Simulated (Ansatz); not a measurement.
## Where the states of ZnS lie

Space group P6_3mc (No. 186). a = 3.845 Å, b = 3.845 Å, c = 6.306 Å, α = 90.00°, β = 90.00°, γ = 120.00°
| atom | site | symmetry | x | y | z |
| --- | --- | --- | --- | --- | --- |
| Zn | 2b | 3m. | 0.3333 | 0.6667 | 0.0007 |
| S | 2b | 3m. | 0.3333 | 0.6667 | 0.3753 |

The runs use the primitive cell with vectors (3.845, 0.000, 0.000), (-1.923, 3.330, 0.000), (0.000, 0.000, 6.306) Å, to which the k mesh refers.

The cell was built from the wurtzite type and relaxed in the same program, and has space group P6_3mc; it needn't be a known or the stable phase.

Computed with DFT, PBE, all-electron LAPW, scalar-relativistic in Ansatz 0.2.0.

The runs use a Γ-centred 12×12×7 k mesh, Fermi–Dirac smearing of 0.03 eV, basis error target 1 meV/atom, no spin polarisation.

Problem. Which of the resolved shells contributes most in the top eV of the valence band?

Solution. S 3p, with 88 % of all states there; Zn 3d follows with 8 %.

Problem. Where is the centre of the filled Zn 3d states between -13 eV and the top of the filled states?

Solution. -5.76 eV from the valence-band top.

Problem. Tabulate the density of states.

Solution. States per eV and cell, averaged over 0.6 eV, from -6.3 to 5.5 eV, with energies (bin centres) from the valence-band top; empty bins are left out. The partial columns, the largest 3 alone, are projections on Löwdin-orthogonalised atomic shells (those that the program's projection atoms carry: the occupied ones and, for some elements, an empty d or f shell; other empty shells have no column), summed over atoms of an element. Weights on diffuse s and p shells depend on that basis and aren't pure angular character.
| E (eV) | total | Zn 3d | S 3p | Zn 4s |
| --- | --- | --- | --- | --- |
| -6.1 | 20.15 | 18.08 | 1.79 | 0.24 |
| -5.5 | 13.19 | 12.84 | 0.13 | 0.09 |
| -4.9 | 0.80 | 0.12 | 0.45 | 0.20 |
| -4.3 | 2.94 | 0.47 | 1.61 | 0.72 |
| -3.7 | 1.49 | 0.26 | 0.84 | 0.25 |
| -3.1 | 1.67 | 0.18 | 1.25 | 0.12 |
| -2.5 | 2.36 | 0.21 | 1.90 | 0.10 |
| -1.9 | 3.18 | 0.25 | 2.70 | 0.06 |
| -1.3 | 4.57 | 0.35 | 3.97 | 0.04 |
| -0.7 | 2.47 | 0.20 | 2.16 | 0.01 |
| -0.1 | 0.54 | 0.05 | 0.48 | 0.00 |
| 2.3 | 0.01 | 0.00 | 0.00 | 0.01 |
| 2.9 | 0.09 | 0.00 | 0.01 | 0.05 |
| 3.5 | 0.89 | 0.00 | 0.15 | 0.38 |
| 4.1 | 3.13 | 0.01 | 0.59 | 1.20 |
| 4.7 | 2.18 | 0.01 | 0.45 | 0.75 |
| 5.3 | 1.40 | 0.00 | 0.21 | 0.31 |
